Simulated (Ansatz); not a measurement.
ScPt₃ (Cu3Au type)

```yaml
crystal:
  lattice:
    - [3.92239, 0.00000, 0.00000]
    - [0.00000, 3.92239, 0.00000]
    - [0.00000, 0.00000, 3.92239]
  atoms:
    - { symbol: Sc, position: [0.00000, 0.00000, 0.00000] }
    - { symbol: Pt, position: [0.50000, 0.50000, 0.00000] }
    - { symbol: Pt, position: [0.00000, 0.50000, 0.50000] }
    - { symbol: Pt, position: [0.50000, 0.00000, 0.50000] }
```

The slice is a {100} plane (indices of the conventional cell) through the point (0.500, 0.000, 0.500) (fractional), spanned by u = [100] and v = [010] in vectors of this cell: u (3.92 Å) and v (3.92 Å, at 90° to u). It covers one period; positions are fractions (u, v).

Level of theory: LDA (plane waves to 420 eV, PAW, scalar-relativistic; Ansatz, a program for electronic structure). k mesh 12×12×12. Near the nuclei the fields are pseudised (PAW); where an atom keeps semicore shells as valence, they peak there. ScPt3 is run without spin polarisation. ScPt3 was relaxed with its symmetry unable to fall. Spin-orbit coupling is left out, though Pt is heavy.

### Question
What is the valence density on the shortest Pt–Pt line in this plane (2.77 Å), at its midpoint?

### Answer
0.40 e/Å³.

### Question
What is the ELF at the midpoint of the shortest Pt–Pt line in this plane (2.77 Å)?

### Answer
0.32.

### Question
Sketch the valence electron density on this plane as a map.

### Answer
```tsv
v \ u	0.00	0.12	0.25	0.38	0.50	0.62	0.75	0.88
0.88	0.9	0.5	-0.2	-0.6	-0.7	-0.6	-0.2	0.5
0.75	-0.1	-0.2	-0.4	-0.2	0.0	-0.2	-0.4	-0.2
0.62	-0.7	-0.6	-0.2	0.5	0.9	0.5	-0.2	-0.6
0.50	-0.9	-0.7	-0.1	0.9	1.1	0.9	-0.1	-0.7
0.38	-0.7	-0.6	-0.2	0.5	0.9	0.5	-0.2	-0.6
0.25	-0.1	-0.2	-0.4	-0.2	0.0	-0.2	-0.4	-0.2
0.12	0.9	0.5	-0.2	-0.6	-0.7	-0.6	-0.2	0.5
0.00	1.1	0.9	0.0	-0.7	-0.8	-0.7	0.0	0.9
```

Values: log₁₀ of the valence density in e/Å³. The scale is logarithmic, as a density can span decades between atoms and voids.
